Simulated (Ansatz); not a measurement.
A: MoP (WC type, space group P-6m2), a = b = 3.241 Å, c = 3.195 Å, α = β = 90.00°, γ = 120.00°
B: SiO2 (rutile), a = b = 4.2362 Å, c = 2.6905 Å, α = β = γ = 90.00°
C: VSi₂ (CrSi2 type, space group P6_222), a = b = 4.5661 Å, c = 6.3662 Å, α = β = 90.00°, γ = 120.00°

Scan: energy against volume (even scaling of the relaxed cell, symmetry kept). One method and one kind of scan serve all of them; meshes and ranges differ. All were relaxed with their symmetry unable to fall. MoP is run without spin polarisation. VSi2 is run without spin polarisation.

Q: Order them by bulk modulus at fixed cell shape (fitted) (highest first) at the level PBE (plane waves to 420 eV, PAW, scalar-relativistic; Ansatz, an electronic-structure program).

A: B (277 GPa), A (223 GPa), C (175 GPa)

(A scan under strain: stresses follow from slopes of the energy per volume, elastic moduli from its curvatures.)
